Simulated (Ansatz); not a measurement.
An element in the sc structure gives these cold pressures by all-electron LAPW under PBEsol (Ansatz 0.2.0, scalar-relativistic, no spin polarisation).

```json
{"V (Å³/atom)": "17.49", "P (GPa)": "-0.02"}
{"V (Å³/atom)": "16.09", "P (GPa)": "8.15"}
{"V (Å³/atom)": "14.69", "P (GPa)": "19.96"}
{"V (Å³/atom)": "13.29", "P (GPa)": "37.3"}
{"V (Å³/atom)": "11.89", "P (GPa)": "62.9"}
{"V (Å³/atom)": "10.49", "P (GPa)": "103.4"}
{"V (Å³/atom)": "9.10", "P (GPa)": "175.8"}
{"V (Å³/atom)": "7.87", "P (GPa)": "290.3"}
```

(1) Which element is it?

Results:

(1) Ti. Its zero-pressure volume in this structure is near 17.5 Å³/atom; the volume and the steepness of P(V) together point to it, though neighbours can come close. Neighbours weren't tried against these numbers.
